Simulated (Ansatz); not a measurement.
Starting cell, SiO2 (rutile):

```xyz
12
Lattice="8.4718 0.0000 0.0000 0.0000 4.2359 0.0000 0.0000 0.0000 2.6899" Properties=species:S:1:pos:R:3 pbc="T T T"
Si     2.1179     2.1179     1.3450
Si     6.3538     2.1179     1.3450
Si     0.0000     0.0000     0.0000
Si     4.2359     0.0000     0.0000
O      3.4183     3.4183     1.3450
O      7.6542     3.4183     1.3450
O      1.3004     2.9355     0.0000
O      5.5362     2.9355     0.0000
O      2.9355     1.3004     0.0000
O      7.1714     1.3004     0.0000
O      0.8176     0.8176     1.3450
O      5.0535     0.8176     1.3450
```

A phonon eigenvector at X = (0.5, 0.0, 0.0) is frozen into this cell: atom i moves by Q times the vector below, so Q is the largest atomic displacement, in Å. The cell is held. It is one choice among 2 degenerate patterns. (q is in reciprocal vectors of the primitive cell; the cell shown is doubled to hold the pattern.)

| atom | x | y | z |
|---|---|---|---|
| Si1 | 0.000 | 0.000 | -0.288 |
| Si2 | 0.000 | 0.000 | 0.288 |
| Si3 | 0.000 | 0.000 | -0.403 |
| Si4 | 0.000 | 0.000 | 0.403 |
| O5 | 0.000 | 0.000 | 0.595 |
| O6 | 0.000 | 0.000 | -0.595 |
| O7 | 0.000 | 0.000 | 1.000 |
| O8 | 0.000 | 0.000 | -1.000 |
| O9 | 0.000 | 0.000 | -0.887 |
| O10 | 0.000 | 0.000 | 0.887 |
| O11 | 0.000 | 0.000 | 0.753 |
| O12 | 0.000 | 0.000 | -0.753 |

Calculation: PBE (plane waves to 420 eV, PAW, scalar-relativistic; Ansatz, an electronic-structure program). k mesh 4×8×12 (Γ-centred), Fermi-Dirac smearing 0.05 eV. Energies are smeared free energies. Stress and pressure are positive under compression. SiO2 was relaxed with its symmetry unable to fall. The PAW data are Ansatz's earlier set. The zero of ΔE is the undisplaced structure.

```json
[
 {"Q (Å)": "-0.180", "ΔE (meV/cell)": "1931", "−dE/dQ from forces (eV/Å)": "21.524", "P (GPa)": "8.00"},
 {"Q (Å)": "-0.150", "ΔE (meV/cell)": "1339", "−dE/dQ from forces (eV/Å)": "17.898", "P (GPa)": "5.53"},
 {"Q (Å)": "-0.120", "ΔE (meV/cell)": "856", "−dE/dQ from forces (eV/Å)": "14.295", "P (GPa)": "3.52"},
 {"Q (Å)": "-0.090", "ΔE (meV/cell)": "481", "−dE/dQ from forces (eV/Å)": "10.707", "P (GPa)": "1.97"},
 {"Q (Å)": "-0.060", "ΔE (meV/cell)": "214", "−dE/dQ from forces (eV/Å)": "7.132", "P (GPa)": "0.87"},
 {"Q (Å)": "-0.030", "ΔE (meV/cell)": "53", "−dE/dQ from forces (eV/Å)": "3.564", "P (GPa)": "0.21"},
 {"Q (Å)": "0.000", "ΔE (meV/cell)": "0", "−dE/dQ from forces (eV/Å)": "0.000", "P (GPa)": "-0.01"},
 {"Q (Å)": "0.030", "ΔE (meV/cell)": "53", "−dE/dQ from forces (eV/Å)": "-3.564", "P (GPa)": "0.21"},
 {"Q (Å)": "0.060", "ΔE (meV/cell)": "214", "−dE/dQ from forces (eV/Å)": "-7.132", "P (GPa)": "0.87"},
 {"Q (Å)": "0.090", "ΔE (meV/cell)": "481", "−dE/dQ from forces (eV/Å)": "-10.707", "P (GPa)": "1.97"},
 {"Q (Å)": "0.120", "ΔE (meV/cell)": "856", "−dE/dQ from forces (eV/Å)": "-14.295", "P (GPa)": "3.52"},
 {"Q (Å)": "0.150", "ΔE (meV/cell)": "1339", "−dE/dQ from forces (eV/Å)": "-17.898", "P (GPa)": "5.53"},
 {"Q (Å)": "0.180", "ΔE (meV/cell)": "1931", "−dE/dQ from forces (eV/Å)": "-21.524", "P (GPa)": "8.00"}
]
```

Read from the data:

- Energy at Q = 0.180 Å: 1931 meV/cell
- Space group of the distorted cell: Pc (No. 7), lowered from P4_2/mnm
- Symmetry of the curve: even: the same for both signs
- Shape of the curve: a single well with its minimum at or next to zero displacement
- Harmonic wavenumber from the curvature (finite differences): 567 cm⁻¹
- Wavenumber by perturbation theory (DFPT, on another k mesh): 567 cm⁻¹

(For displaced atoms, the force is minus the slope of the energy, and its curvature is a force constant, which sets phonon frequencies.)
